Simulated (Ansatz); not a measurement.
Bi₂Se₃:
```cif
data_Bi6Se9
_chemical_formula_sum 'Bi6 Se9'
_space_group_name_H-M_alt 'R-3m :H'
_space_group_IT_number 166
_space_group_name_Hall '-R 3 2"'
_cell_length_a 4.10359
_cell_length_b 4.10359
_cell_length_c 27.93730
_cell_angle_alpha 90.000
_cell_angle_beta 90.000
_cell_angle_gamma 120.000
loop_
_atom_site_label
_atom_site_type_symbol
_atom_site_symmetry_multiplicity
_atom_site_Wyckoff_symbol
_atom_site_fract_x
_atom_site_fract_y
_atom_site_fract_z
_atom_site_occupancy
Bi1 Bi 6 c 0.00000 0.00000 0.40126 1
Se1 Se 3 a 0.00000 0.00000 0.00000 1
Se2 Se 6 c 0.00000 0.00000 0.20943 1
```
(The calculation used a cell of 5 atoms; values per cell refer to that cell.)

Relaxed at zero pressure with LDA in the plane-wave PAW code Ansatz.

Q: The volume is lowered by 3 % and shape and atoms relax at that volume. What pressure results, and how do the axes share the change?

A: 1.5 GPa; a -0.8 %, b -0.8 %, c -1.4 %; the energy rises by 4 meV/atom.

Q: Give the new structure.

A: 
Space group R-3m, hexagonal axes (No. 166); a = 4.071 Å, b = 4.071 Å, c = 27.537 Å, α = 90.00°, β = 90.00°, γ = 120.00°

| atom | site | symmetry | x | y | z |
|---|---|---|---|---|---|
| Bi | 6c | 3m | 0.0000 | 0.0000 | 0.4019 |
| Se | 3a | -3m | 0.0000 | 0.0000 | 0.0000 |
| Se | 6c | 3m | 0.0000 | 0.0000 | 0.2077 |

The phase is kept; no other phase was compared at this pressure.

The LDA relaxation kept the symmetry of its start. A crystal of weakly bound layers computed without a dispersion correction: the cell and the soft elastic constants depend strongly on that. Scalar-relativistic: spin–orbit coupling is off unless named, which matters more the heavier the elements.

Potentials: the later of the program's two PAW sets.
